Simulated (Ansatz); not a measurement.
PtS2 (CdI2 type), scan of one atom of the cell

Relaxed PtS$_{2}$ (CdI2 type):

```yaml
crystal:
  lattice:
    - [3.58366, 0.00000, 0.00000]
    - [-1.79183, 3.10354, 0.00000]
    - [0.00000, 0.00000, 4.65604]
  atoms:
    - { symbol: Pt, position: [0.00000, 0.00000, 0.00000] }
    - { symbol: S, position: [0.66667, 0.33333, 0.25904] }
    - { symbol: S, position: [0.33333, 0.66667, 0.74096] }
```

In each cell atom 2 (S, nearest neighbour Pt at 2.395 Å; its periodic images, 3.6 Å or more away, move with it) moves by s·(-0.748, -0.432, -0.504) (towards the nearest neighbour), the rest being held.

These are PBE-D3(BJ) (plane waves to 420 eV, PAW, scalar-relativistic; Ansatz, a first-principles code) values and carry that method's errors. k mesh 12×12×8 (Γ-centred), Fermi-Dirac smearing 0.05 eV. Energies are smeared free energies. Stress and pressure are positive under compression. With partly filled bands, energies and forces of such displacements shift with the k mesh and the smearing. F∥ is the force on the atom along that direction. F⊥ is the part of the force across the line. At this level the bands of PtS2 touch or barely overlap; measurements give the solid a gap. PtS2 is run without spin polarisation. PtS2 was relaxed with its symmetry unable to fall. Spin-orbit coupling is left out, though Pt is heavy. The PAW data are Ansatz's earlier set. ΔE is measured from the undisplaced structure.

| s (Å) | ΔE (meV/cell) | P (GPa) | |F⊥| (eV/Å) | F∥ (eV/Å) |
|---|---|---|---|---|
| -0.480 | 536 | -3.0 | 0.310 | 1.327 |
| -0.384 | 404 | -2.9 | 0.260 | 1.418 |
| -0.288 | 267 | -2.7 | 0.201 | 1.427 |
| -0.192 | 137 | -2.2 | 0.138 | 1.232 |
| -0.096 | 39 | -1.4 | 0.072 | 0.763 |
| 0.000 | 0 | 0.0 | 0.000 | 0.000 |
| 0.096 | 50 | 2.2 | 0.086 | -1.112 |
| 0.192 | 228 | 5.4 | 0.196 | -2.681 |
| 0.288 | 585 | 10.2 | 0.340 | -4.884 |
| 0.384 | 1194 | 16.9 | 0.527 | -7.987 |
| 0.480 | 2160 | 26.2 | 0.758 | -12.374 |

Read from the data:

| Property | Value |
|---|---|
| Energy at s = 0.480 Å | 2160 meV/cell |
| Force along the line at s = -0.480 Å | 1.33 eV/Å |
| Symmetry of the curve | not even: the positive side lies higher at ±0.480 Å |
| Shape of the curve | a single well with its minimum at or next to zero displacement |
| Force constant k = d²E/ds² at s = 0 (finite differences) | 9.63 eV/Å² |
| Harmonic estimate at the end of the scan | ½ks² = 1109 meV/cell against the computed 2160 meV/cell, so the well is stiffer than harmonic there |

The 11 points together took very roughly 4 core-minutes.

(For displaced atoms, the force is minus the slope of the energy, and its curvature is a force constant, which sets phonon frequencies.)
